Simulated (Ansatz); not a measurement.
The relaxed structure here is a generated cell of SrTiO3: the first start was made by a random draw of sites in a space group, and the end was not matched to a known phase here, so it may be hypothetical. Known forms of SrTiO3 include space group No. 221.

The end point of a relaxation of SrTiO3. Space group P6₃mc (No. 186). Method: PBEsol (plane waves to 420 eV, PAW, scalar-relativistic; Ansatz, a program for electronic structure).

```xyz
10
Lattice="3.4867 0.0000 0.0000 -1.7433 3.0196 0.0000 0.0000 0.0000 12.9846" Properties=species:S:1:pos:R:3 pbc="T T T"
O      0.0000     2.0130    10.2200
O      1.7433     1.0065     3.7276
O      0.0000     0.0000     8.3532
O      0.0000     0.0000     1.8608
O      0.0000     0.0000    12.0341
O      0.0000     0.0000     5.5418
Sr     0.0000     2.0130     0.3955
Sr     1.7433     1.0065     6.8878
Ti     0.0000     0.0000     3.6927
Ti     0.0000     0.0000    10.1850
```

Question: Give the band gap at the level PBEsol.

Answer: 1.02 eV, indirect (valence top at Γ, conduction bottom at H) (no spin-orbit coupling).

Question: What is the computed smallest direct gap (PBEsol)?

Answer: 1.26 eV at K.

No spin polarisation in the result.

The run could not lose the symmetry of its start, so the end can be a saddle point.
